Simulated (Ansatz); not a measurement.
Consider the following.

CoSn:
```yaml
crystal:
  lattice:
    - [5.24192, 0.00000, 0.00000]
    - [-2.62096, 4.53964, 0.00000]
    - [0.00000, 0.00000, 4.18693]
  atoms:
    - { symbol: Co, position: [0.50000, 0.00000, 0.00000] }
    - { symbol: Co, position: [0.50000, 0.50000, 0.00000] }
    - { symbol: Co, position: [0.00000, 0.50000, 0.00000] }
    - { symbol: Sn, position: [0.00000, 0.00000, 0.00000] }
    - { symbol: Sn, position: [0.33333, 0.66667, 0.50000] }
    - { symbol: Sn, position: [0.66667, 0.33333, 0.50000] }
```

This is the r²SCAN-relaxed structure. Cartesian axes are those of the cell as given.

Question: All from DFT-r²SCAN in the program Ansatz with PAW potentials, unless another level is named. Estimate the Hill bulk and shear moduli.

Answer: 143 and 79.5 GPa.

Question: And the elastic constants (relaxed ions, GPa)?

Answer: C11 = 248, C12 = 108, C13 = 73.7, C33 = 282, C44 = 78.4.

Question: What about the highest zone-centre frequency?

Answer: 269 cm⁻¹.

Space group P6/mmm. The r²SCAN relaxation kept the symmetry of its start; of distortions, only those at the zone centre were tested. The workflow began spin-polarised and lost its moments. As this level gives no gap, shear constants depend on the k-mesh and smearing (Fermi–Dirac, 0.1 eV here). As this level gives no gap, phonon frequencies hold no LO–TO term and depend on the k-mesh and smearing (Fermi–Dirac, 0.1 eV here). On the denser mesh and wider smearing of the elastic run this cell carries a stress of 0.5 GPa. Scalar-relativistic: spin–orbit coupling is off unless named, which matters more the heavier the elements.

Potentials: the later of the program's two PAW sets.
